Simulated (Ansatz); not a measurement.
ZrMo:
```
ZrMo
1.0
    0.00000     2.71081     2.71081
    2.71081     0.00000     2.71081
    2.71081     2.71081     0.00000
Mo Zr
1 1
Cartesian
  0.00000   0.00000   0.00000
  2.71081   2.71081   2.71081
```

Relaxed with PBEsol. Special points in fractions of this cell's reciprocal vectors: Γ (0.000, 0.000, 0.000); X (0.500, 0.000, 0.500); U (0.625, 0.250, 0.625); K (0.375, 0.375, 0.750); L (0.500, 0.500, 0.500); W (0.500, 0.250, 0.750).

Problem. List the band energies nearest the Fermi level at these points for plane-wave PAW PBEsol (Ansatz code).

Solution. In eV from the Fermi level; about four levels below and three above (degenerate sets whole), none deeper than 8.9 eV; points with the same levels are listed once.

| k | below | above |
|---|---|---|
| Γ | -2.77 -2.77 -2.53 -2.53 -2.53 | 5.37 5.37 5.37 |
| X | -4.11 -2.46 -1.88 -1.01 | 0.66 1.08 1.08 |
| U | -1.54 -1.25 -1.20 -1.07 | 0.53 2.45 3.48 |
| L | -2.38 -2.22 -0.41 -0.41 | 0.77 0.77 0.78 0.78 |
| W | -2.51 -2.51 -1.73 -1.56 | 0.41 1.11 1.44 |

Space group Fm-3m (rock salt). The start of the workflow was typed in or built on a structure type; neither database checked (COD, Materials Project) lists it. Its standing as an ambient phase is unchecked. Symmetry was held in the PBEsol relaxation. At this level the phase is mechanically unstable. No spin polarisation was allowed. Its formation energy is positive at this level, so the cell may be metastable or incomplete. Scalar-relativistic: spin–orbit coupling is off unless named, which matters more the heavier the elements.

Potentials: the earlier of the program's two PAW sets. The files were generated under PBE; for other functionals the program regenerates the frozen cores, and for LDA and PBEsol the local potential too.
